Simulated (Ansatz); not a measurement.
Values for one crystal, relaxed and computed with plane-wave PAW r²SCAN (Ansatz code); other levels are named.

```yaml
volume_per_atom: 22.53 Å³
electronic_character: metallic (no gap)
Formation energy from the elements (no fitted shifts): -0.013 eV/atom
Density of states at the Fermi level: 0.60 states/eV per atom (mean over ±0.08 eV)
```

Problem. Which compound is it?
(A) HfAu2, MoSi2 or CaC2 type
(B) Hf5Sc, P-62m (Hf on 3f, Hf on 2d, Sc on 1b)
(C) Li3Ga2, R-3m (Li on 6c, Li on 3a, Ga on 6c)
(D) EuNi5, P6/mmm (Eu on 1a, Ni on 3g, Ni on 2c)

Solution. B, Hf5Sc, P-62m (Hf on 3f, Hf on 2d, Sc on 1b)

The first step of the workflow began from a Materials Project structure, measured or hypothetical; the Crystallography Open Database copy checked does not list it. With Hf and Sc taken as one species the cell has the higher symmetry P6_3/mmc, so it may be an ordered model of a mixed-site phase. Its standing as an ambient phase is unchecked. Symmetry was held in the r²SCAN relaxation; its stability against distortions is not shown here. The run is not spin-polarised. The references are the lowest solids computed at this level, not always the standard phases. Scalar-relativistic: spin–orbit coupling is off unless named, which matters more the heavier the elements.

Potentials: the later of the program's two PAW sets.
